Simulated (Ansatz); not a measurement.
LaLuO3 (cubic perovskite, space group No. 221), a = b = c = 4.1927 Å, α = β = γ = 90.00°.

Relaxed with PBEsol.

**Question.** Decompose the optical modes at the zone centre into irreducible representations, and say which are infrared and Raman allowed.

**Answer.** Point group m-3m: Γ_opt = 3T1u + T2u. Infrared: T1u. Raman: none.

**Question.** Assign frequencies (DFPT, plane-wave PAW PBEsol (Ansatz code); without the LO–TO term).

**Answer.** T2u 225i, T1u 216i, T1u 143, T1u 647 cm⁻¹.

Space group Pm-3m (cubic perovskite). The cell is a constructed one: a structure type filled with these elements; neither database checked (COD, Materials Project) lists it. Its standing as an ambient phase is unchecked. The PBEsol relaxation kept the symmetry of its start. At this level the phase is dynamically unstable (imaginary phonons). Scalar-relativistic: spin–orbit coupling is off unless named, which matters more the heavier the elements.

Potentials: the later of the program's two PAW sets.
